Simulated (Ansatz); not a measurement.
Y₂N:
```
Y2N
1.0
    3.49419     0.00000     0.00000
    0.00000     3.49419     0.00000
    0.00000     0.00000     4.77688
Y N
2 1
Cartesian
  0.00000   0.00000   0.00000
  1.74709   1.74709   2.38844
  1.74709   1.74709   0.00000
```

Relaxed with PBE+D3(BJ). Special points in fractions of this cell's reciprocal vectors: Γ (0.000, 0.000, 0.000); X (0.000, 0.500, 0.000); M (0.500, 0.500, 0.000); Z (0.000, 0.000, 0.500); R (0.000, 0.500, 0.500); A (0.500, 0.500, 0.500).

Q: List the band energies nearest the Fermi level at these points for the program Ansatz at the PBE+D3(BJ) with spin–orbit coupling level (PAW).

A: In eV from the Fermi level; about four levels below and three above (degenerate sets whole), none deeper than 8.9 eV; points with the same levels are listed once.

```csv
k,below,above
Γ,-1.54 -1.54 -1.23 -1.23,1.72 1.72 1.75 1.75
X,-0.64 -0.64 -0.57 -0.57,0.43 0.43 2.66 2.66
M,-1.12 -1.12 -1.12 -1.12,4.36 4.36 4.55 4.55
Z,-1.97 -1.97 -1.91 -1.91,0.02 0.02 0.02 0.02
R,-3.58 -3.58 -0.84 -0.84,0.74 0.74 0.84 0.84
A,-2.94 -2.94 -0.92 -0.92,0.18 0.18 0.26 0.26
```

Space group P4/mmm. A made-up cell: these elements were put on the sites of a structure type; neither database checked (COD, Materials Project) lists it. Whether it is the stable phase at ambient conditions was not checked. The cell was relaxed with PBE+D3(BJ) under the symmetry of its start; its stability against distortions is not shown here. The run is not spin-polarised. With an odd number of electrons in the cell and no spin polarisation, the count alone makes it a metal.

Potentials: the earlier of the program's two PAW sets.
